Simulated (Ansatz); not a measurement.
YSi$_{2}$Ru$_{2}$:
```cif
data_Ru4Si4Y2
_chemical_formula_sum 'Y2 Ru4 Si4'
_space_group_name_H-M_alt 'I4/mmm'
_space_group_IT_number 139
_space_group_name_Hall '-I 4 2'
_cell_length_a 4.16553
_cell_length_b 4.16553
_cell_length_c 9.53736
_cell_angle_alpha 90.000
_cell_angle_beta 90.000
_cell_angle_gamma 90.000
loop_
_atom_site_label
_atom_site_type_symbol
_atom_site_symmetry_multiplicity
_atom_site_Wyckoff_symbol
_atom_site_fract_x
_atom_site_fract_y
_atom_site_fract_z
_atom_site_occupancy
Y1 Y 2 a 0.00000 0.00000 0.00000 1
Ru1 Ru 4 d 0.00000 0.50000 0.25000 1
Si1 Si 4 e 0.00000 0.00000 0.36693 1
```
(The calculation used a cell of 5 atoms; values per cell refer to that cell.)

Relaxed with r²SCAN.

Q: Tabulate the valence density and the electron localisation function along the shortest Y–Ru contact (3.17 Å), the program Ansatz at the r²SCAN level (PAW).

A: 

| distance from Y (Å) | density (e/Å³) | ELF |
|---|---|---|
| 0.32 | 3.69 | 0.69 |
| 0.47 | 3.40 | 0.83 |
| 0.63 | 2.45 | 0.86 |
| 0.79 | 1.41 | 0.82 |
| 0.95 | 0.69 | 0.61 |
| 1.11 | 0.34 | 0.26 |
| 1.27 | 0.20 | 0.11 |
| 1.42 | 0.16 | 0.12 |
| 1.58 | 0.17 | 0.21 |
| 1.74 | 0.20 | 0.26 |
| 1.90 | 0.28 | 0.25 |
| 2.06 | 0.45 | 0.26 |
| 2.22 | 0.86 | 0.36 |
| 2.37 | 2.03 | 0.54 |
| 2.53 | 4.27 | 0.67 |
| 2.69 | 7.01 | 0.68 |
| 2.85 | 9.08 | 0.54 |

The density is the valence pseudo-density with augmentation charge, so density and ELF within about 1 Å of a nucleus are not all-electron values.

The workflow started from an entry of the Crystallography Open Database (COD). Its standing as an ambient phase is unchecked. Symmetry was held in the r²SCAN relaxation; whether a distortion lowers the energy is not shown. No spin polarisation was allowed.

Potentials: the later of the program's two PAW sets.
